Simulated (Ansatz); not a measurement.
Cu (simple cubic, Pm-3m) at seven volumes, plane-wave PAW PBE (Ansatz code), scaled uniformly. One row is withheld.

| V (Å³/atom) | P (GPa) |
|---|---|
| 12.687 | 12.17 |
| 13.105 | ? |
| 13.523 | 3.36 |
| 13.941 | 0.00 |
| 14.360 | -2.82 |
| 14.778 | -5.18 |
| 15.196 | -7.15 |

Question: Fit the shown pressures and predict the withheld one.

Answer: P = (3/2)B₀(x^(7/2) − x^(5/2))[1 + (3/4)(B′ − 4)(x − 1)] with x = (V₀/V)^(2/3). Least squares on the six rows gives V₀ = 13.941 Å³/atom, B₀ = 102 GPa, B′ = 4.90. At V = 13.105, x = 1.0421 and P = 7.34 GPa. The run itself gave 7.38 GPa.

The start of the workflow was typed in or built on a structure type; neither database checked (COD, Materials Project) lists it. It is not the phase usual at ambient conditions (space group No. 225). The PBE relaxation kept the symmetry of its start; its stability against distortions is not shown here. No spin polarisation was allowed.

Potentials: the later of the program's two PAW sets.
